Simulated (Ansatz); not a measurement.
Total density of states per atom from the program Ansatz at the PBE level (PAW), in 0.25 eV bins, energy from the valence-band maximum:

(E (eV), states/eV/atom): (-7.85, 0.16); (-7.60, 0.27); (-7.35, 0.43); (-7.10, 0.54); (-6.85, 0.38); (-6.60, 0.31); (-6.35, 0.25); (-6.10, 0.22); (-5.85, 0.20); (-5.60, 0.19); (-5.35, 0.15); (-5.10, 0.13); (-4.85, 0.11); (-4.60, 0.11); (-4.35, 0.12); (-4.10, 0.47); (-3.85, 0.66); (-3.60, 0.54); (-3.35, 0.56); (-3.10, 0.71); (-2.85, 0.71); (-2.60, 0.76); (-2.35, 0.74); (-2.10, 0.63); (-1.85, 0.62); (-1.60, 0.59); (-1.35, 0.50); (-1.10, 0.40); (-0.85, 0.24); (-0.60, 0.15); (-0.35, 0.08); (-0.10, 0.01); (0.15, 0.00); (0.40, 0.00); (0.65, 0.07); (0.90, 0.17); (1.15, 0.30); (1.40, 0.47); (1.65, 0.75); (1.90, 0.82); (2.15, 0.70); (2.40, 0.54); (2.65, 0.52); (2.90, 0.50); (3.15, 0.69); (3.40, 0.95); (3.65, 0.82); (3.90, 0.67); (4.15, 0.61); (4.40, 0.60); (4.65, 0.70); (4.90, 0.65); (5.15, 0.63)

Q: Pick the material that matches.
A) CaTiO3, R3c (Ca on 6a, Ti on 6a, O on 18b)
B) SiS2, Ibam (Si on 4a, S on 8j)
C) Si3N4, P6_3/m (Si on 6h, N on 2d, N on 6h)
D) SiGe, Pmma (Si on 2e, Ge on 2f)

A: D, SiGe, Pmma (Si on 2e, Ge on 2f). Top 1 eV of the valence band: Ge 4p 56 %, Si 3p 41 %. Bottom 1 eV of the conduction band: Si 3p 32 %, Ge 4p 28 %, Ge 4s 18 %, Si 3s 9 %, outside the projected shells 12 %. Projections are on Löwdin-orthogonalised atomic valence shells; empty p or d shells of many metals are not among them.

The start of the workflow was typed in or built on a structure type; neither database checked (COD, Materials Project) lists it. Its standing as an ambient phase is unchecked. The cell was relaxed with PBE under the symmetry of its start; its stability against distortions is not shown here. Scalar-relativistic: spin–orbit coupling is off unless named, which matters more the heavier the elements.

Potentials: the earlier of the program's two PAW sets.
